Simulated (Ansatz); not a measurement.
Values for one crystal, relaxed and computed with the program Ansatz at the PBE level (PAW); other levels are named.

Volume per atom: 13.85 Å³
Electronic character: metallic (no gap)
Formation energy from the elements (no fitted shifts): 0.000 eV/atom
Density of states at the Fermi level: 1.4 states/eV per atom (mean over ±0.08 eV)

Question: Which compound is it?
A. PtW, rock salt
B. CoPtRh, P3m1 (Co on 1a, Pt on 1b, Rh on 1c)
C. FeCo, CsCl type
D. SnPt, P6/mmm (Pt on 3f, Sn on 1a, Sn on 2d)

Answer: B, CoPtRh, P3m1 (Co on 1a, Pt on 1b, Rh on 1c)

The start of the workflow was typed in or built on a structure type; neither database checked (COD, Materials Project) lists it. Its standing as an ambient phase is unchecked. Symmetry was held in the PBE relaxation; its stability against distortions is not shown here. Spin order of the final state: ferromagnetic, chosen from 3 collinear starts compared on coarse meshes (ties went to the first, and starts can fall back to one state), not a proven ground state. The references are the lowest solids computed at this level, not always the standard phases. Spin–orbit coupling is left out wherever it is not named.

Potentials: the earlier of the program's two PAW sets.
